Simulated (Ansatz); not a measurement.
GeS2:
```cif
data_Ge3S6
_chemical_formula_sum 'Ge3 S6'
_space_group_name_H-M_alt 'P3221'
_space_group_IT_number 154
_space_group_name_Hall 'P 32 2"'
_cell_length_a 5.80706
_cell_length_b 5.80706
_cell_length_c 6.95477
_cell_angle_alpha 90.000
_cell_angle_beta 90.000
_cell_angle_gamma 120.000
loop_
_atom_site_label
_atom_site_type_symbol
_atom_site_symmetry_multiplicity
_atom_site_Wyckoff_symbol
_atom_site_fract_x
_atom_site_fract_y
_atom_site_fract_z
_atom_site_occupancy
Ge1 Ge 3 b 0.54674 0.54674 0.50000 1
S1 S 6 c 0.03619 0.67389 0.10566 1
```

Relaxed with PBEsol.

Q: Decompose the optical modes at the zone centre into irreducible representations, and say which are infrared and Raman allowed.

A: Point group 32: Γ_opt = 4A1 + 4A2 + 8E. Infrared: A2, E. Raman: A1, E.

Q: Assign frequencies (DFPT, the program Ansatz at the PBEsol level (PAW); without the LO–TO term).

A: E 50, A2 81, E 93, A1 104, A1 113, E 144, E 147, A2 166, A1 268, E 322, A2 344, E 362, A2 368, E 370, A1 388, E 394 cm⁻¹.

Space group P3_221. The start of the workflow was typed in or built on a structure type; neither database checked (COD, Materials Project) lists it. COD files the formula under space group No. 14, 43, 82, 122, 217. Its standing as an ambient phase is unchecked. Symmetry was held in the PBEsol relaxation; whether a distortion lowers the energy is not shown. The volume moved by -23 % from the start of the relaxation.

Potentials: the earlier of the program's two PAW sets. The files were generated under PBE; for other functionals the program regenerates the frozen cores, and for LDA and PBEsol the local potential too.
